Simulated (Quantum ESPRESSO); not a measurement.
## PGe6B (a curve over one atom's position)

Computed values, not a measurement. The program is pw.x of Quantum ESPRESSO 7.5 (plane-wave density functional theory). The cell is made up: 8 atoms on a zincblende/diamond lattice, with randomly drawn elements, strain and displacements, not relaxed. PseudoDojo standard norm-conserving files (v0.5 for PBE, v0.4.1 for LDA and PBEsol) set the functional; there is no spin polarisation, spin-orbit coupling or dispersion term, and the masses in the input are unused placeholders.

Seven runs move atom 7 (Ge, counted in the order of the input) along y and keep all else fixed.

Input of the run at -0.0110:

```
&control calculation='scf', pseudo_dir='./dojo.nc.sr.pbe.v0_5.standard.upf', outdir='./o', disk_io='low', tprnfor=.true., tstress=.true. /
&system ibrav=0, nat=8, ntyp=3, nbnd=56, ecutwfc=77.98206166, nosym=.true., tot_charge=0,
 occupations='smearing', smearing='fd', degauss=0.0073498644
/
&electrons conv_thr=7.350e-09, electron_maxstep=60, /
ATOMIC_SPECIES
B 1.0 B.upf
Ge 1.0 Ge.upf
P 1.0 P.upf
CELL_PARAMETERS angstrom
5.9737 -0.0239 0.0206
-0.0239 5.9527 -0.0335
0.0206 -0.0335 5.9483
ATOMIC_POSITIONS angstrom
P 0.0152 0.021 -0.0731
Ge 0.0269 2.9404 2.9366
B 2.9107 0.0308 3.0273
Ge 2.9161 2.9496 0.0025
Ge 1.4951 1.495 1.4913
Ge 1.4306 4.3851 4.4168
Ge 4.5827 1.4747 4.4651
Ge 4.4592 4.3607 1.3722
K_POINTS automatic
6 6 6 1 1 1
```

```
shift of atom 7 along y (Å)  free energy less that of the input shown (eV)  Fx on atom 7 (eV/Å)  Fy on atom 7 (eV/Å)  Fz on atom 7 (eV/Å)  pressure (GPa)  iterations
                    -0.1275                                        -0.0908               -1.577               -0.413               -0.931           -8.26          11
                    -0.1009                                        -0.0775               -1.559               -0.581               -0.879           -8.25          11
                    -0.0763                                        -0.0613               -1.544               -0.736               -0.830           -8.24          11
                    -0.0257                                        -0.0161               -1.518               -1.051               -0.732           -8.18          11
                    -0.0110                                         0.0000               -1.512               -1.142               -0.703           -8.16          11
                    +0.0874                                         0.1415               -1.479               -1.728               -0.508           -7.96          11
                    +0.1155                                         0.1923               -1.472               -1.888               -0.451           -7.88          11
```

A cubic fit gives dFy/dy = -6.11 eV/Å² at zero shift. Across the table the free energy follows the integral of the force to within 0.1 meV. A rerun of one of the cells at 1347 eV and a 8 x 8 x 8 mesh moved values by no more than 0.003 eV in energy, 0.04 GPa in stress and 0.004 eV/Å in force.